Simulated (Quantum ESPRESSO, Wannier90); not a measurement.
Tight-binding from DFT: SnSe2 (CdI2 type)

```
CELL_PARAMETERS angstrom
      3.84190     0.00000     0.00000
     -1.92095     3.32718     0.00000
      0.00000     0.00000     6.48588
ATOMIC_POSITIONS crystal
  Sn 0.00000 0.00000 0.00000
  Se 0.66667 0.33333 0.75710
  Se 0.33333 0.66667 0.24290
```

Materials Project entry mp-665; symmetrised, unrelaxed at this level. COD (Crystallography Open Database) has the formula in 2 space groups, this one among them (matched by group alone). Level: PBEsol, no spin polarisation, no spin-orbit coupling; pw.x of Quantum ESPRESSO at 69 Ry with PseudoDojo potentials, 6×6×4 k-points, Wannier90. Density: 12×12×6 mesh, Gaussian smearing 0.01 Ry. The cell is built of weakly bound layers, chains or molecules, whose nearest atoms lie 4.01 Å apart. Database cells relaxed without dispersion often hold them too far apart, which can enlarge gaps and weakens couplings between them; spacing and stacking were not compared with the measured crystal. Spin-orbit coupling is left out although heavy elements are present.

Functional, cutoff and mesh named above are those of the base row (69); the first column says what each row takes instead. Model: 8 functions from bands 16-23, start SCDM (isolated) (the valence bands). Energies are relative to the valence-band maximum; the misfit is to pw.x on a path, for all bands of the set. Only the plane-wave cutoff changes (density cutoff four times as high). Ω_total can sit in another minimum from row to row; Ω_I of an isolated set cannot.

```tsv
ecutwfc (Ry)	Ω_I (Å²)	Ω_total (Å²)	rms misfit (meV)	gap (eV)	ΔE to highest cutoff (meV/atom)	plane waves a k-point, about (cost)
35	13.64	15.31	12	0.755	83903.7	2000
43	13.90	15.58	12	0.714	27559.1	2700
52	14.03	15.73	12	0.666	5640.7	3500
69	14.08	15.79	13	0.648	77.8	5400
86	14.08	15.79	12	0.647	0.4	7500
108	14.08	15.79	12	0.647	0.0	11000
```
